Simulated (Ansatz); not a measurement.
CsCu2ICl2 in space group P2_1/m (No. 11; Pearson symbol mP12), plane-wave PAW PBEsol (Ansatz code), all energies at zero smearing, with the estimated change up to a 700 eV cutoff added, with one set of potentials and settings (totals compare only within such a set). Cell of 12 atoms (2 Cs, 4 Cu, 2 I, 4 Cl): -56645.006 eV.

```tsv
element	reference phase	E (eV/atom)
Cs	P6_3/mmc, 2 atoms in the cell	-5585.7977
Cu	Fm-3m, 1 atoms in the cell	-6588.7768
I	Cmce, 4 atoms in the cell	-7432.2899
Cl	Cmce, 4 atoms in the cell	-1060.8120
```

Formation energy per atom, worked out: (-56645.006 − 2×(-5585.7977) − 4×(-6588.7768) − 2×(-7432.2899) − 4×(-1060.8120))/12 = -0.873 eV/atom (-84 kJ per mol of atoms), at 0 K, without zero-point energy or fitted corrections.

The workflow started from a Materials Project entry (that database holds measured and hypothetical structures alike); the Crystallography Open Database copy checked does not list it. Its standing as an ambient phase is unchecked. Symmetry was held in the PBEsol relaxation; whether a distortion lowers the energy is not shown. No spin polarisation was allowed. The references are the lowest solids computed at this level, not always the standard phases (solids in place of the gases). Scalar-relativistic: spin–orbit coupling is off unless named, which matters more the heavier the elements.

Potentials: the later of the program's two PAW sets.
